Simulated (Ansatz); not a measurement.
**Calculated electric field gradients for Al2Cu at a changed volume**

The cell is a COD entry, relaxed with PBE at fixed cell and then changed (volume scaled by 0.98, ions relaxed).

```xyz
6
Lattice="-3.0131 3.0131 2.4221 3.0131 -3.0131 2.4221 3.0131 3.0131 -2.4221" Properties=species:S:1:pos:R:3 pbc="T T T"
Al    0.9528    3.9659    0.0000
Al    2.0604    0.9528    0.0000
Al    2.0604   -0.9528    2.4221
Al    0.9528    2.0604    2.4221
Cu    0.0000    0.0000    1.2111
Cu    0.0000    0.0000    3.6332
```

Atoms are numbered from 1 in the order listed; like atoms form one site, named after its first atom.

Method: Kohn–Sham DFT in Ansatz, PBE, plane waves and PAW, scalar-relativistic, 420 eV cutoff, Γ-centred 12×12×12 k-points, Fermi–Dirac smearing 0.05 eV.

V_zz is the principal component of the electric field gradient with the largest magnitude, η = (V_xx − V_yy)/V_zz and C_Q = eQV_zz/h. Directions are in the Cartesian axes of the cell vectors above, for the atom listed; none is given where the gradient is under 0.02 or η is above 0.95.

```csv
site,first atom,first shell,V_zz (10²¹ V/m²),η,"direction of V_zz (x, y, z)"
Al,1,"4 Cu at 2.57 Å, 11 Al at 2.69–3.21 Å",-0.78,0.60,0.71 -0.71 0.00
Cu,5,"2 Cu at 2.42 Å, 8 Al at 2.57 Å",-2.86,0.00,0.00 0.00 1.00
```

An axis of threefold or higher order runs through Cu, so V_zz lies along it and η is zero.

With no gap above 0.1 eV, as in a metal, the gradients converge slowly in k; expect changes of a tenth or more on a denser mesh.

The relaxation (2 steps) took 29 s of wall time (29 s of CPU time) and 0.74 GiB at its peak, on 1 thread of Intel Xeon Platinum 8488C (Sapphire Rapids) (x86_64; 16 cores open to the job, memory cap 3.0 GiB, no GPU), a shared host with a load of 0.3 a core.
